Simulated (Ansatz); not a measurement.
## HRh₂, before and after

Recipe of this trial structure of HRh₂: random cell by space group and Wyckoff sites (P4/mmm, No. 123). Lengths were set from tabulated atomic sizes, so they are only a guess.

start.cif

```cif
data_structure
_symmetry_space_group_name_H-M 'P4/mmm'
_symmetry_Int_Tables_number 123
_cell_length_a 3.0812
_cell_length_b 3.0812
_cell_length_c 3.4334
_cell_angle_alpha 90.000
_cell_angle_beta 90.000
_cell_angle_gamma 90.000
_cell_volume 32.60
loop_
_atom_site_label
_atom_site_type_symbol
_atom_site_symmetry_multiplicity
_atom_site_Wyckoff_symbol
_atom_site_fract_x
_atom_site_fract_y
_atom_site_fract_z
_atom_site_occupancy
H1 H 1 a 0.00000 0.00000 0.00000 1
Rh1 Rh 2 e 0.50000 0.00000 0.50000 1
```

Theory: DFT PBE, scalar-relativistic, plane waves, PAW in Ansatz. Cutoff 420 eV, Gaussian smearing, Γ-centred meshes. Cell and atoms relax first on a coarse mesh and then on a finer one. In between, the cell is made exact in the group found at 0.06 Å. In metals the finer mesh still leaves noise of several meV/atom or more. The steps can't lower the symmetry of their start. No spin polarisation in the relaxation; trial moments died out in a coarse test.

end.cif

```cif
data_structure
_symmetry_space_group_name_H-M 'P4/mmm'
_symmetry_Int_Tables_number 123
_cell_length_a 3.6355
_cell_length_b 3.6355
_cell_length_c 2.5921
_cell_angle_alpha 90.000
_cell_angle_beta 90.000
_cell_angle_gamma 90.000
_cell_volume 34.26
loop_
_atom_site_label
_atom_site_type_symbol
_atom_site_symmetry_multiplicity
_atom_site_Wyckoff_symbol
_atom_site_fract_x
_atom_site_fract_y
_atom_site_fract_z
_atom_site_occupancy
H1 H 1 a 0.00000 0.00000 0.00000 1
Rh1 Rh 2 e 0.50000 0.00000 0.50000 1
```

The symmetry stays P4/mmm (No. 123). The volume per atom grows by 5.1 %, from 10.9 to 11.4 Å³. The shortest distance goes from 2.18 Å (Rh–Rh) to 2.23 Å (H–Rh). The ratio c/a of the conventional cell changes by a factor of 0.64. The energy falls by about 1.5 eV/atom (the start's value is from the coarse mesh).

For HRh₂, the volume per atom is 11.42 Å³ and the density is 10.02 g/cm³. The energy over the elements is +0.62 eV/atom and the gap on the 12×12×18 mesh of the 3-atom cell is 0 eV (a metal).

Formation energies are uncorrected and refer to the elements' standard structures at the same level (H₂ as a molecule). It can't be a ground state, since the elements alone are lower.

The last run used Gaussian smearing of 0.10 eV. With hydrogen, zero-point motion can shift formation energies by some tens of meV/atom. Symmetry constrained the relaxation, so the result can be a saddle point. In all, the 3 runs took 2.5 min on 1 thread of Arm Neoverse N1, on a shared host.
